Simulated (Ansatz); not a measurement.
## TiN: frozen-core PAW against all-electron methods

```
Ti N
1.0
     0.00000    2.12200    2.12200
     2.12200    0.00000    2.12200
     2.12200    2.12200    0.00000
Ti N
1 1
Direct
  0.00000 0.00000 0.00000
  0.50000 0.50000 0.50000
```

Atoms are numbered in the order listed.

The cell comes from COD entry 1011099, which wasn't checked; take it as a given geometry. It is an old determination, and later ones may differ.

Spin polarisation is left out, and whether a magnetic state lies lower isn't shown here.

Methods: DFT, PBEsol, PAW with Ansatz's default frozen-core files, scalar-relativistic (Ansatz 0.2.0); DFT, PBEsol, all-electron LAPW, scalar-relativistic (Ansatz 0.2.0).

For PAW: a Γ-centred 17×17×17 k mesh, Fermi–Dirac smearing of 0.05 eV, cutoff 420 eV, no spin polarisation; the PAW files were made with PBE, and the program remakes their frozen cores for this functional. LAPW targets a basis error of 0.5 meV/atom. The Ansatz runs share mesh, smearing and spin set-up. Plane-wave (PAW) pressures include the program's estimate of the Pulay term.

Stress and pressure are positive in compression.

Levels count from the Fermi level.

PAW results:

```
                      quantity     PAW
                pressure (GPa)   -8.04
highest filled level at X (eV)  -3.106
  lowest empty level at X (eV)   1.660
highest filled level at U (eV)  -0.476
  lowest empty level at U (eV)   2.009
highest filled level at W (eV)  -5.369
  lowest empty level at W (eV)   0.933
```

**Question.** What does all-electron LAPW give for the same quantities?

**Answer.** 
```
                      quantity    LAPW
                pressure (GPa)   -8.05
highest filled level at X (eV)  -3.109
  lowest empty level at X (eV)   1.656
highest filled level at U (eV)  -0.476
  lowest empty level at U (eV)   2.010
highest filled level at W (eV)  -5.368
  lowest empty level at W (eV)   0.934
```
